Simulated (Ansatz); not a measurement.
Space group R3m:H (No. 160). a = 4.756 Å, b = 4.756 Å, c = 10.201 Å, α = 90.00°, β = 90.00°, γ = 120.00°
```
atom site symmetry x y z
   C    9b        .m  0.4905  0.9810  0.9998
   N    9b        .m  0.6605  0.8303  0.9999
   N    3a        3m  0.3333  0.6667  0.3323
```

Equation of state of this C3N4 structure (not necessarily the ground state), with shape and atoms relaxed at each volume where symmetry leaves them free. All numbers below come from DFT PBEsol, scalar-relativistic, plane waves, PAW (Ansatz).

Settings: cutoff 420 eV, Γ-centred mesh 6×6×6 on the computed 7-atom cell, Gaussian smearing of 0.02 eV; no spin polarisation.

```json
{"V (Å³/atom)": "8.944", "E − E(largest V) (meV/atom)": "0.48", "P (GPa)": "0.95", "gap on mesh (eV)": "1.19"}
{"V (Å³/atom)": "9.229", "E − E(largest V) (meV/atom)": "-0.51", "P (GPa)": "0.36", "gap on mesh (eV)": "1.23"}
{"V (Å³/atom)": "9.515", "E − E(largest V) (meV/atom)": "-0.72", "P (GPa)": "-0.01", "gap on mesh (eV)": "1.27"}
{"V (Å³/atom)": "9.800", "E − E(largest V) (meV/atom)": "-0.44", "P (GPa)": "-0.23", "gap on mesh (eV)": "1.30"}
{"V (Å³/atom)": "10.086", "E − E(largest V) (meV/atom)": "0.00", "P (GPa)": "-0.31", "gap on mesh (eV)": "1.33"}
```

Fit a third-order Birch–Murnaghan equation to E(V).

V0 = 9.46 Å³/atom, B0 = 9 GPa, B0' = 20.1. B0' is unusual or poorly fixed by this range.

The cell holds layers, and where no dispersion correction was added their binding is poorly described.